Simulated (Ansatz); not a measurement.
Is this Tl2Se structure a true minimum?

The cell was found from a structure generator's guess, not taken from experiment.

All numbers below come from DFT PBE, scalar-relativistic, plane waves, PAW (Ansatz 0.2.0). Cutoff 420 eV; k points 12×12×4 on the computed 6-atom cell (Γ-centred); Gaussian smearing, width 0.10 eV; no spin polarisation.

The cell below (6 atoms, space group P6_3/mmc (No. 194)) is relaxed within its symmetry.

```
CELL_PARAMETERS angstrom
4.30805 0.00000 0.00000
-2.15403 3.73088 0.00000
0.00000 0.00000 13.26406
ATOMIC_POSITIONS crystal
Tl 0.33333 0.66667 0.38616
Tl 0.66667 0.33333 0.61384
Tl 0.66667 0.33333 0.88616
Tl 0.33333 0.66667 0.11384
Se 0.00000 0.00000 0.25000
Se 0.00000 0.00000 0.75000
```

For the test a repeat of it with 12 atoms (edges 4.31, 7.46, 13.26 Å) was strained at random (σ = 1.5 % a component), the atoms were moved at random (σ = 0.05 Å), and all was relaxed again on a coarse 6×4×2 mesh (in the run’s order of axes) with 0.20 eV smearing, with no symmetry imposed.

No dispersion correction is applied, so the spacing and binding between layers, chains or molecules are poorly described. These runs have no spin–orbit coupling, which can matter for Tl.

Question: What happens?

Answer: It returns, within 1 meV/atom of the unmoved cell on that mesh and with the same symmetry when read at 0.1 Å (P-1 at 0.01 Å, so small strains and shifts remain). So it is stable against the distortions that fit this cell and that this random move excites. Modes that don't fit the cell aren't tested.
